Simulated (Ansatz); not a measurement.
Given:

TiS2:
Space group P-3m1 (No. 164); a = 3.3507 Å, b = 3.3507 Å, c = 5.6375 Å, α = 90.00°, β = 90.00°, γ = 120.00°

```csv
atom,site,symmetry,x,y,z
Ti,1a,-3m.,0.0000,0.0000,0.0000
S,2d,3m.,0.6667,0.3333,0.2527
```

This is the PBEsol-relaxed structure.

### Question
All from plane-wave PAW PBEsol (Ansatz code), unless another level is named. Give the electronic character.

### Answer
metallic (no gap).

### Question
Next, the density of states at the Fermi level?

### Answer
0.16 states/eV per atom (mean over ±0.08 eV).

### Question
And the formation energy from the elements (no fitted shifts)?

### Answer
-1.35 eV/atom.

The PBEsol relaxation kept the symmetry of its start. The workflow began spin-polarised and lost its moments. A crystal of weakly bound layers computed without a dispersion correction: the cell and the soft elastic constants depend strongly on that. The references are the lowest solids computed at this level, not always the standard phases.

Potentials: the earlier of the program's two PAW sets. The files were generated under PBE; for other functionals the program regenerates the frozen cores, and for LDA and PBEsol the local potential too.
